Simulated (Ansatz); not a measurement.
Data:

Ag:
```cif
data_Ag7
_chemical_formula_sum 'Ag7'
_space_group_name_H-M_alt 'P6/mmm'
_space_group_IT_number 191
_space_group_name_Hall '-P 6 2'
_cell_length_a 5.38838
_cell_length_b 5.38838
_cell_length_c 5.26108
_cell_angle_alpha 90.000
_cell_angle_beta 90.000
_cell_angle_gamma 120.000
loop_
_atom_site_label
_atom_site_type_symbol
_atom_site_symmetry_multiplicity
_atom_site_Wyckoff_symbol
_atom_site_fract_x
_atom_site_fract_y
_atom_site_fract_z
_atom_site_occupancy
Ag1 Ag 2 e 0.00000 0.00000 0.25272 1
Ag2 Ag 2 d 0.33333 0.66667 0.50000 1
Ag3 Ag 3 f 0.00000 0.50000 0.00000 1
```

This is the PBE-relaxed structure.

Problem. All from PBE in the plane-wave PAW code Ansatz, unless another level is named. Predict the density of states at the Fermi level.

Solution. 0.29 states/eV per atom (mean over ±0.08 eV).

Problem. Give the gap with spin–orbit coupling.

Solution. none (metallic).

The start of the workflow was typed in or built on a structure type; neither database checked (COD, Materials Project) lists it. It is not the phase usual at ambient conditions (space group No. 225). The PBE relaxation kept the symmetry of its start; whether a distortion lowers the energy is not shown. The run is not spin-polarised. Spin–orbit coupling is left out wherever it is not named.

Potentials: the earlier of the program's two PAW sets.
